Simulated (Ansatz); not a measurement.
Given:

Ga:
```cif
data_Ga2
_chemical_formula_sum 'Ga2'
_space_group_name_H-M_alt 'P 1'
_space_group_IT_number 1
_cell_length_a 4.08588
_cell_length_b 4.08588
_cell_length_c 4.08588
_cell_angle_alpha 60.000
_cell_angle_beta 60.000
_cell_angle_gamma 60.000
loop_
_space_group_symop_operation_xyz
  'x, y, z'
loop_
_atom_site_label
_atom_site_type_symbol
_atom_site_fract_x
_atom_site_fract_y
_atom_site_fract_z
_atom_site_occupancy
Ga1 Ga 0.00000 0.00000 0.00000 1
Ga2 Ga 0.25000 0.25000 0.25000 1
```

This is the r²SCAN-relaxed structure.

Q: All from DFT-r²SCAN in the program Ansatz with PAW potentials, unless another level is named. Estimate the bulk modulus (Birch–Murnaghan fit).

A: 45.3 GPa.

Q: And the elastic constants (relaxed ions, GPa)?

A: C11 = 30.8, C12 = 51.6, C44 = -23.6.

Space group Fd-3m (diamond). The start of the workflow was typed in or built on a structure type; neither database checked (COD, Materials Project) lists it. It is not the phase usual at ambient conditions (space group No. 64). Symmetry was held in the r²SCAN relaxation. At this level the phase is mechanically unstable. The volume moved by -21 % from the start of the relaxation. As this level gives no gap, shear constants depend on the k-mesh and smearing (Fermi–Dirac, 0.1 eV here).

Potentials: the earlier of the program's two PAW sets.
